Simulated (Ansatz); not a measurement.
NaLiCdS2 in space group P3m1 (No. 156; Pearson symbol hP5), DFT-PBEsol in the program Ansatz with PAW potentials, all energies at zero smearing, with the estimated change up to a 700 eV cutoff added, with one set of potentials and settings (totals compare only within such a set). Cell of 5 atoms (1 Na, 1 Li, 1 Cd, 2 S): -11637.808 eV.

| element | reference phase | E (eV/atom) |
|---|---|---|
| Na | P6_3/mmc, 2 atoms in the cell | -1475.8697 |
| Li | Fm-3m, 1 atoms in the cell | -203.0014 |
| Cd | P6_3/mmc, 2 atoms in the cell | -8184.0667 |
| S | Fddd, 32 atoms in the cell | -884.8920 |

Formation energy per atom, worked out: (-11637.808 − 1×(-1475.8697) − 1×(-203.0014) − 1×(-8184.0667) − 2×(-884.8920))/5 = -1.017 eV/atom (-98 kJ per mol of atoms), at 0 K, without zero-point energy or fitted corrections.

The first step of the workflow began from a Materials Project structure, measured or hypothetical; the Crystallography Open Database copy checked does not list it. Its standing as an ambient phase is unchecked. Symmetry was held in the PBEsol relaxation; whether a distortion lowers the energy is not shown. The references are the lowest solids computed at this level, not always the standard phases.

Potentials: the later of the program's two PAW sets.
